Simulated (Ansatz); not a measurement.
Data:

Re2B:
```cif
data_B2Re4
_chemical_formula_sum 'Re4 B2'
_space_group_name_H-M_alt 'P4/nmm :1'
_space_group_IT_number 129
_space_group_name_Hall 'P 4ab 2ab -1ab'
_cell_length_a 3.50473
_cell_length_b 3.50473
_cell_length_c 5.93957
_cell_angle_alpha 90.000
_cell_angle_beta 90.000
_cell_angle_gamma 90.000
loop_
_space_group_symop_operation_xyz
  'x, y, z'
  '-y+1/2, x+1/2, z'
  '-x, -y, z'
  'y+1/2, -x+1/2, z'
  'x+1/2, -y+1/2, -z'
  '-y, -x, -z'
  '-x+1/2, y+1/2, -z'
  'y, x, -z'
  '-x+1/2, -y+1/2, -z'
  'y, -x, -z'
  'x+1/2, y+1/2, -z'
  '-y, x, -z'
  '-x, y, z'
  'y+1/2, x+1/2, z'
  'x, -y, z'
  '-y+1/2, -x+1/2, z'
loop_
_atom_site_label
_atom_site_type_symbol
_atom_site_symmetry_multiplicity
_atom_site_Wyckoff_symbol
_atom_site_fract_x
_atom_site_fract_y
_atom_site_fract_z
_atom_site_occupancy
Re1 Re 2 a 0.00000 0.00000 0.00000 1
Re2 Re 2 c 0.50000 0.00000 0.34901 1
B1 B 2 c 0.00000 0.50000 0.28810 1
```

This is the PBEsol-relaxed structure.

Problem. All from DFT-PBEsol in the program Ansatz with PAW potentials, unless another level is named. Predict the highest zone-centre frequency.

Solution. 605 cm⁻¹.

Problem. Predict the bulk modulus (Birch–Murnaghan fit).

Solution. 339 GPa.

The cell is a constructed one: a structure type filled with these elements; neither database checked (COD, Materials Project) lists it. Whether it is the stable phase at ambient conditions was not checked. Symmetry was held in the PBEsol relaxation; its stability against distortions is not shown here. The run is not spin-polarised. As this level gives no gap, phonon frequencies hold no LO–TO term and depend on the k-mesh and smearing (Fermi–Dirac, 0.1 eV here). Scalar-relativistic: spin–orbit coupling is off unless named, which matters more the heavier the elements.

Potentials: the earlier of the program's two PAW sets. The files were generated under PBE; for other functionals the program regenerates the frozen cores, and for LDA and PBEsol the local potential too.
